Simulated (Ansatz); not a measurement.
CuI:
```
CuI
1.0
    4.18958     0.00000     0.00000
   -2.09479     3.62829     0.00000
    0.00000     0.00000     9.72027
Cu I
3 3
Direct
  0.49980   0.49980   0.50000
  0.50020   0.00000   0.83333
  0.00000   0.50020   0.16667
  0.49998   0.49998   0.00000
  0.50002   0.00000   0.33333
  0.00000   0.50002   0.66667
```

Relaxed with r²SCAN+D4.

Problem. Map the electron localisation function on the plane through (0.500, 0.500, 0.500) spanned by u = [1, 0, 0] and v = [0, 0, 1] in lattice vectors, from DFT-r²SCAN+D4 in the program Ansatz with PAW potentials.

Solution. x is the fraction of u, y of v (the angle between them is 90°; rows are the nearest grid lines); atoms in the plane: Cu at (0.00, 0.00), Cu at (0.50, 0.67), I at (0.00, 0.50), I at (0.50, 0.17).
```
|9831111223333221111389|
|2111111000000001111112|
|1111111000000001111111|
|1111111100000011111111|
|0001111111001111111000|
|0000111111111111110000|
|0000111111111111110000|
|0000111112442111110000|
|6654211114884111124566|
|7788751111111111578877|
|4567874111111114787654|
|3224678631111368764223|
|3224678641001468764223|
|4567776410000146777654|
|7777764200000024677777|
|6653210001111000123566|
|0000013567777653100000|
|0002477776556777742000|
|0014677654334567764100|
|0125776422552246775210|
|1113687642222467863111|
|1111147877667787411111|
|2111114788888874111112|
|9831111223333221111389|
```
Scale: ten equal steps from 0.026 (start of '0') to 0.845 (end of '9'), in the order '0123456789'; x runs from 0.000 to 1.00, y from 0.000 (bottom) to 1.00 (top).

The density is the valence pseudo-density with augmentation charge, so density and ELF within about 1 Å of a nucleus are not all-electron values.

Space group P6_422. The start of the workflow was typed in or built on a structure type; neither database checked (COD, Materials Project) lists it. It is not the phase usual at ambient conditions (space group No. 216). The cell was relaxed with r²SCAN+D4 under the symmetry of its start; whether a distortion lowers the energy is not shown. The workflow began spin-polarised and lost its moments. The volume moved by -31 % from the start of the relaxation. Spin–orbit coupling is left out wherever it is not named.

Potentials: the earlier of the program's two PAW sets.
